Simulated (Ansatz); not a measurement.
InCu (NiAs type, P6_3/mmc) under volume change, the program Ansatz at the LDA level (PAW), shape and atoms relaxed at each volume.

| V (Å³/atom) | E − E(relaxed) (meV/atom) | P (GPa) |
|---|---|---|
| 15.986 | 51.3 | 11.44 |
| 16.513 | 21.3 | 6.91 |
| 17.040 | 5.0 | 3.14 |
| 17.567 | 0.0 | 0.00 |
| 18.094 | 4.4 | -2.62 |
| 18.621 | 16.7 | -4.79 |
| 19.148 | 35.5 | -6.58 |

**Question.** What does a third-order Birch–Murnaghan fit give for V₀, B₀ and B′?

**Answer.** V₀ = 17.57 Å³/atom, B₀ = 95.3 GPa, B′ = 5.1.

The workflow started from a Materials Project entry (that database holds measured and hypothetical structures alike); the Crystallography Open Database copy checked does not list it. Its standing as an ambient phase is unchecked. The LDA relaxation kept the symmetry of its start; whether a distortion lowers the energy is not shown. No spin polarisation was allowed.

Potentials: the later of the program's two PAW sets.
